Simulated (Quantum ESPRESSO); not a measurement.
Kohn-Sham bands of LiNbF$_{6}$ (R-3)

```
LiNbF6
1.0
   -2.55732     4.42940     0.00000
   -5.11463     0.00000     0.00000
   -2.55732     1.47647     4.55700
Li Nb F
1 1 6
Direct
  0.50000   0.50000   0.50000
  0.00000   0.00000   0.00000
  0.36355   0.75325   0.75505
  0.63645   0.24675   0.24495
  0.75325   0.12815   0.75505
  0.24675   0.87185   0.24495
  0.12815   0.36355   0.75505
  0.87185   0.63645   0.24495
```

Structure: Materials Project mp-1078799, symmetrised, not relaxed again. Not found in the COD (Crystallography Open Database) copy used; not checked further. Level: PBEsol, spinors with spin-orbit coupling; pw.x of Quantum ESPRESSO at 68 Ry with PseudoDojo potentials, 4×4×4 k-points, Wannier90. Density: 8×8×8 mesh, Gaussian smearing 0.01 Ry.

Energies are relative to the valence-band maximum; weights are on the orthonormalised atomic waves of the pseudopotential files, averaged over the group. 58 electrons a cell are treated as valence.

Into which isolated groups do the bands fall, where do they lie and what are they made of?


```json
[
 {"bands": "1–2", "from (eV)": "-53.57", "to (eV)": "-53.57", "filling": "filled", "weight on atomic waves": "Nb 4s 97 %"},
 {"bands": "3–4", "from (eV)": "-39.53", "to (eV)": "-39.53", "filling": "filled", "weight on atomic waves": "Li 1s 99 %"},
 {"bands": "5–6", "from (eV)": "-31.27", "to (eV)": "-31.27", "filling": "filled", "weight on atomic waves": "Nb 4p 95 %"},
 {"bands": "7–10", "from (eV)": "-29.25", "to (eV)": "-29.24", "filling": "filled", "weight on atomic waves": "Nb 4p 93 %, F 2s 4 %"},
 {"bands": "11–16", "from (eV)": "-20.02", "to (eV)": "-19.67", "filling": "filled", "weight on atomic waves": "F 2s 86 %, Nb 4d 8 %"},
 {"bands": "17–22", "from (eV)": "-19.24", "to (eV)": "-18.89", "filling": "filled", "weight on atomic waves": "F 2s 94 %, Nb 4p 4 %"},
 {"bands": "23–26", "from (eV)": "-3.72", "to (eV)": "-3.15", "filling": "filled", "weight on atomic waves": "F 2p 77 %, Nb 4d 18 %"},
 {"bands": "27–58", "from (eV)": "-2.93", "to (eV)": "0.00", "filling": "filled", "weight on atomic waves": "F 2p 93 %, Nb 4d 5 %"},
 {"bands": "59–64", "from (eV)": "5.28", "to (eV)": "5.55", "filling": "empty", "weight on atomic waves": "Nb 4d 70 %, F 2p 25 %"}
]
```

The Kohn-Sham gap over both meshes and the path is 5.28 eV.
